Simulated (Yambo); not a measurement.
Material: SnO₂ (rutile, space group P4_2/mnm, No. 136); a = 4.7665 Å, b = 4.7665 Å, c = 3.2121 Å, α = 90.00°, β = 90.00°, γ = 90.00° (6 atoms in the cell). Cell and atoms were relaxed with PBEsol from Materials Project entry mp-550172, within its symmetry.

With PBE (stringent potentials; Quantum ESPRESSO, PseudoDojo norm-conserving, 102 Ry, no spin-orbit coupling), the gap between the mesh's edge points (Γ → Γ) is 1.029 eV.

Task: Estimate the G0W0 gap between the same points from Yambo (2×2×4 Γ-centred k mesh, bands 9 to 227 and a 12 Ry block in the screening, 227 bands in G with the Bruneval-Gonze terminator, plasmon pole fitted at 27.2 eV).

Result: The correction is 1.370 eV, giving 2.399 eV, 2.3 times the PBE value.  Nearest settings tried, and what they do to the gap: 130 bands in G: +11 meV; 130 bands in W, 130 bands in G: +53 meV; 7 Ry block (177 vectors against 331): -113 meV. Not varied: mesh. So the settings aren't converged at that level. The k mesh is coarse. Spin-orbit splittings are left out.
